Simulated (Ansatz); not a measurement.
## KVF₃: do energies and stresses tell the same story?

Computed with DFT PBEsol, scalar-relativistic, plane waves, PAW (Ansatz).

Plane waves to 420 eV, a k mesh through Γ of 10×10×10 on the computed 5-atom cell and Gaussian smearing (0.02 eV); collinear spin from starting moments 0 2.4 0 0 0 μB.

Relaxed cell: Pm-3m, a = 4.106 Å, b = 4.106 Å, c = 4.106 Å, α = 90.00°, β = 90.00°, γ = 90.00°, 5 atoms in the primitive cell. Whether it is the stable form of this composition wasn't checked.

Energies at zero smearing and pressures from the stress tensor, at volumes with shape and atoms relaxed:
```json
{"V (Å³/atom)": "13.015", "E − E(first) (meV/atom)": "0.00", "P (GPa)": "5.57"}
{"V (Å³/atom)": "13.430", "E − E(first) (meV/atom)": "-10.41", "P (GPa)": "2.54"}
{"V (Å³/atom)": "13.845", "E − E(first) (meV/atom)": "-13.60", "P (GPa)": "-0.01"}
{"V (Å³/atom)": "14.261", "E − E(first) (meV/atom)": "-10.70", "P (GPa)": "-2.15"}
{"V (Å³/atom)": "14.676", "E − E(first) (meV/atom)": "-2.75", "P (GPa)": "-3.96"}
```

Task: Check P = −dE/dV between neighbouring volumes, and get the bulk modulus from the pressures alone.

Result: With 1 eV/Å³ = 160.2 GPa:
| middle V (Å³/atom) | −ΔE/ΔV (GPa) | mean P (GPa) |
| --- | --- | --- |
| 13.222 | 4.014 | 4.056 |
| 13.638 | 1.231 | 1.268 |
| 14.053 | -1.116 | -1.080 |
| 14.468 | -3.070 | -3.057 |

The two differ by 0.04 GPa at most. The mean of two end pressures misses the average over a step by about ΔV² P″/12, up to 0.04 GPa here; with that taken off 0.01 GPa remains. Around V = 13.845 Å³/atom, the two neighbours give B = −V ΔP/ΔV = 13.845 × 4.70 / 0.831 = 78.3 GPa, against B0 = 77.8 GPa from the Birch–Murnaghan fit of the energies.

The cell holds one magnetic atom, so it can only be ferromagnetic; an antiferromagnetic order may lie lower.

Only this magnetic start was tried.

Symmetry holds off the tilts and polar distortions that many cubic perovskites undergo.

Cost: 6 runs of about 3.6 core-minutes in all, on Arm Neoverse V2 (shared hosts).